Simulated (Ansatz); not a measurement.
TiAl in space group R-3m (No. 166; Al on 3a, Ti on 3b), r²SCAN (plane waves, PAW; program Ansatz), all energies at zero smearing, with the estimated change up to a 700 eV cutoff added, with one set of potentials and settings (totals compare only within such a set). Cell of 2 atoms (1 Al, 1 Ti): -3045.186 eV.

```tsv
element	reference phase	E (eV/atom)
Al	Fm-3m, 1 atoms in the cell	-540.4083
Ti	P6/mmm, 3 atoms in the cell	-2504.3896
```

Formation energy per atom, worked out: (-3045.186 − 1×(-540.4083) − 1×(-2504.3896))/2 = -0.194 eV/atom (-19 kJ per mol of atoms), at 0 K, without zero-point energy or fitted corrections.

A made-up cell: these elements were put on the sites of a structure type; neither database checked (COD, Materials Project) lists it. It is not the phase usual at ambient conditions (space group No. 123). Symmetry was held in the r²SCAN relaxation. At this level the phase is mechanically unstable. The run is not spin-polarised. The references are the lowest solids computed at this level, not always the standard phases.

Potentials: the later of the program's two PAW sets.
